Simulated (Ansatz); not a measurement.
**NMR crystallography of MoS2 with oxygen replacing S: given against relaxed positions**

Start: a supercell of MoS2 (space group P6_3/mmc) built from an entry of the Crystallography Open Database (COD), with all atoms left at the host's positions.

Space group P3m1 (No. 156); a = 6.3380, c = 12.3240 Å, γ = 120.00°.

| site | Wyckoff | site symmetry | x | y | z |
| --- | --- | --- | --- | --- | --- |
| Mo1 | 1a | 3m. | 0.0000 | 0.0000 | 0.2500 |
| Mo2 | 3d | .m. | 0.0000 | 0.5000 | 0.2500 |
| Mo5 | 3d | .m. | 0.1667 | 0.8333 | 0.7500 |
| Mo8 | 1c | 3m. | 0.6667 | 0.3333 | 0.7500 |
| O | 1a | 3m. | 0.0000 | 0.0000 | 0.6230 |
| S10 | 3d | .m. | 0.0000 | 0.5000 | 0.6230 |
| S13 | 3d | .m. | 0.1667 | 0.8333 | 0.1230 |
| S16 | 1c | 3m. | 0.6667 | 0.3333 | 0.1230 |
| S17 | 1a | 3m. | 0.0000 | 0.0000 | 0.8770 |
| S18 | 3d | .m. | 0.0000 | 0.5000 | 0.8770 |
| S21 | 3d | .m. | 0.1667 | 0.8333 | 0.3770 |
| S24 | 1c | 3m. | 0.6667 | 0.3333 | 0.3770 |

One atom of each set is listed.

Level of theory: DFT, PBE, plane waves and PAW, scalar-relativistic, 420 eV cutoff, Γ-centred 4×4×2 k-points, Fermi–Dirac smearing 0.01 eV (Ansatz 0.2.0).

The largest force at the start is 4.3 eV/Å. Relaxing the ions at fixed cell moves them by 0.428 Å at most (atom 9, O) and 0.096 Å rms.

```tsv
site	moved (Å)	first shell before	first shell after	V_zz before (10²¹ V/m²)	η before
Mo1	0.003	6 S at 2.41 Å	6 S at 2.40–2.41 Å	-7.51	0.00
Mo2	0.003	6 S at 2.41 Å	6 S at 2.41 Å	-7.51	0.00
Mo5	0.070	5 S at 2.41 Å, 1 O at 2.41 Å	1 O at 2.08 Å, 5 S at 2.40–2.43 Å	-8.81	0.67
Mo8	0.047	6 S at 2.41 Å	6 S at 2.41 Å	-7.85	0.00
O	0.428	3 Mo at 2.41 Å	3 Mo at 2.08 Å	0.91	0.00
S10	0.041	3 Mo at 2.41 Å	3 Mo at 2.41–2.43 Å	-4.49	0.52
S16	0.005	3 Mo at 2.41 Å	3 Mo at 2.41 Å	-5.13	0.00
S17	0.037	3 Mo at 2.41 Å	3 Mo at 2.41 Å	-5.43	0.00
S18	0.070	3 Mo at 2.41 Å	3 Mo at 2.40–2.41 Å	-5.62	0.24
S24	0.001	3 Mo at 2.41 Å	3 Mo at 2.41 Å	-5.16	0.00
```

Problem. How do the gradients change?

Solution. 

```json
{"site": "Mo1", "V_zz after": "-7.64", "η after": "0.00", "change of V_zz": "-0.13"}
{"site": "Mo2", "V_zz after": "-7.58", "η after": "0.00", "change of V_zz": "-0.07"}
{"site": "Mo5", "V_zz after": "-7.01", "η after": "0.06", "change of V_zz": "+1.80"}
{"site": "Mo8", "V_zz after": "-7.40", "η after": "0.00", "change of V_zz": "+0.45"}
{"site": "O", "V_zz after": "-5.45", "η after": "0.00", "change of V_zz": "-6.36"}
{"site": "S10", "V_zz after": "-4.72", "η after": "0.42", "change of V_zz": "-0.23"}
{"site": "S16", "V_zz after": "-5.32", "η after": "0.00", "change of V_zz": "-0.19"}
{"site": "S17", "V_zz after": "-6.05", "η after": "0.00", "change of V_zz": "-0.62"}
{"site": "S18", "V_zz after": "-6.06", "η after": "0.21", "change of V_zz": "-0.44"}
{"site": "S24", "V_zz after": "-5.16", "η after": "0.00", "change of V_zz": "0.00"}
```

The largest change of V_zz is on O, from 0.91 to -5.45. In per cent, |V_zz| changes by -20 to +2 on Mo, 0 to +11 on S (all sites that start above 0.5, bar those whose gradient vanishes or changes sign or whose main axis turns by over 40°). Where |V_zz| stays above 0.1 and the axes keep their order, η moves most on Mo5, from 0.67 to 0.06. On S18 V_xx and V_yy change places (or their axes turn by over 50°), so the two values of η hide a larger change. V_zz changes sign on O (same axis). The table leaves out 2 of the 12 sites, with |V_zz| up to 5.44; their tensors move by 0.15 at most along any direction. The statements above cover all sites.

The defect repeats with the cell of 24 atoms, so it feels its images: sites between two images don't show the values beside a lone defect, and zeros or small values of η there can come from the images' arrangement. Mo and S carry a gradient in the pure host already, so the values there aren't the defect's effect alone. Without spin–orbit coupling (the program notes it for Mo) the gradients can shift somewhat, as the gap is small.
Before: With a gap of 0.9 eV on this mesh, small gradients can still move by 0.1 × 10²¹ V/m² or more as the k-mesh gets denser. The neighbours have not yet relaxed around the defect (largest force 4.3 eV/Å), so the values at and beside it are those of a strained start, not of the defect in a real crystal.
After: The relaxation keeps the site symmetry 3m of the start, so the impurity can move only along its axis; a start off the site could end lower.
